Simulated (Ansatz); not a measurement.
PbS:
```cif
data_Pb3S3
_chemical_formula_sum 'Pb3 S3'
_space_group_name_H-M_alt 'P 1'
_space_group_IT_number 1
_cell_length_a 4.22477
_cell_length_b 4.22477
_cell_length_c 10.34786
_cell_angle_alpha 90.000
_cell_angle_beta 90.000
_cell_angle_gamma 120.000
loop_
_space_group_symop_operation_xyz
  'x, y, z'
loop_
_atom_site_label
_atom_site_type_symbol
_atom_site_fract_x
_atom_site_fract_y
_atom_site_fract_z
_atom_site_occupancy
Pb1 Pb 0.00000 0.33312 0.66667 1
Pb2 Pb 0.66688 0.66688 0.00000 1
Pb3 Pb 0.33312 0.00000 0.33333 1
S1 S 0.00000 0.33332 0.16667 1
S2 S 0.66668 0.66668 0.50000 1
S3 S 0.33332 0.00000 0.83333 1
```

Relaxed with r²SCAN.

Problem. Tabulate the valence density and the electron localisation function along the shortest Pb–S contact (2.99 Å), the program Ansatz at the r²SCAN level (PAW).

Solution. 

```tsv
distance from Pb (Å)	density (e/Å³)	ELF
0.30	6.44	0.02
0.45	4.92	0.10
0.60	3.42	0.28
0.75	2.08	0.43
0.90	1.10	0.46
1.05	0.57	0.39
1.19	0.34	0.27
1.34	0.24	0.21
1.49	0.21	0.25
1.64	0.25	0.43
1.79	0.33	0.67
1.94	0.48	0.81
2.09	0.71	0.86
2.24	0.97	0.85
2.39	1.12	0.74
2.54	1.00	0.42
2.69	0.63	0.07
```

The density is the valence pseudo-density with augmentation charge, so density and ELF within about 1 Å of a nucleus are not all-electron values.

Space group Fm-3m (rock salt). The cell was relaxed with r²SCAN under the symmetry of its start. Spin–orbit coupling is left out wherever it is not named.

Potentials: the earlier of the program's two PAW sets.
